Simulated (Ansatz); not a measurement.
The calculation used Ansatz 0.2.0, DFT PBE, scalar-relativistic, plane waves, PAW. All cells share a 420 eV cutoff and Γ-centred k meshes spaced at most about 0.3 Å⁻¹ (about 0.25 or finer for metals, 2π included). No spin polarisation in the final relaxations.

Temperature and zero-point effects are left out. All come from trial cells, and lower structures may exist.

**Question.** These unrelaxed guesses for GeBiO₄ are each relaxed within their symmetry. Order them by the energy at which they end, lowest first.
A.

```
CELL_PARAMETERS angstrom
3.43888 0.00000 0.00000
0.00000 3.43888 0.00000
0.00000 0.00000 5.92738
ATOMIC_POSITIONS crystal
Ge 0.50000 0.50000 0.50000
Bi 0.00000 0.00000 0.00000
O 0.50000 0.00000 0.00000
O 0.00000 0.50000 0.00000
O 0.00000 0.00000 0.27700
O 0.00000 0.00000 0.72300
```

B.

```
CELL_PARAMETERS angstrom
4.08168 0.00000 0.00000
-2.04084 3.53484 0.00000
0.00000 0.00000 6.69176
ATOMIC_POSITIONS crystal
Ge 0.00000 0.00000 0.50000
Bi 0.00000 0.00000 0.00000
O 0.33333 0.66667 0.00000
O 0.66667 0.33333 0.00000
O 0.33333 0.66667 0.50000
O 0.66667 0.33333 0.50000
```

C.

```
CELL_PARAMETERS angstrom
2.53073 -4.24901 0.00000
2.53073 4.24901 0.00000
0.00000 0.00000 4.03708
ATOMIC_POSITIONS crystal
Ge 0.00000 0.00000 0.50000
Bi 0.50000 0.50000 0.00000
O 0.16832 0.83168 0.00000
O 0.83168 0.16832 0.00000
O 0.00000 0.50000 0.50000
O 0.50000 0.00000 0.50000
```

D.

```
CELL_PARAMETERS angstrom
3.67212 0.00000 0.00000
0.00000 3.67212 0.00000
0.00000 0.00000 5.31607
ATOMIC_POSITIONS crystal
Ge 0.50000 0.50000 0.50000
Bi 0.00000 0.00000 0.00000
O 0.50000 0.00000 0.73128
O 0.00000 0.50000 0.26872
O 0.50000 0.00000 0.26872
O 0.00000 0.50000 0.73128
```

**Answer.** D (ends in P4/mmm, 0 meV/atom), C (ends in Cmmm, 0.43 eV/atom), A (ends in P4/mmm, 0.88 eV/atom), B (ends in P6/mmm, 0.96 eV/atom).

Weakly bound directions are ill-defined at this level, which has no dispersion term (Cmmm), and this can change margins and order among such cells. These runs have no spin–orbit coupling, which can matter for Bi. In P4/mmm at 11.7 Å³/atom, Cmmm, P4/mmm at 17.5 Å³/atom, P6/mmm an odd number of electrons in the primitive cell allows no gap without spin; a larger cell or a magnetic state could open one. A magnetic state wasn't ruled out in cells without spin, among them P6/mmm. Cells relaxed within their symmetry can be saddle points. Some candidate types were left out of the draw beforehand, so a known form may be missing.
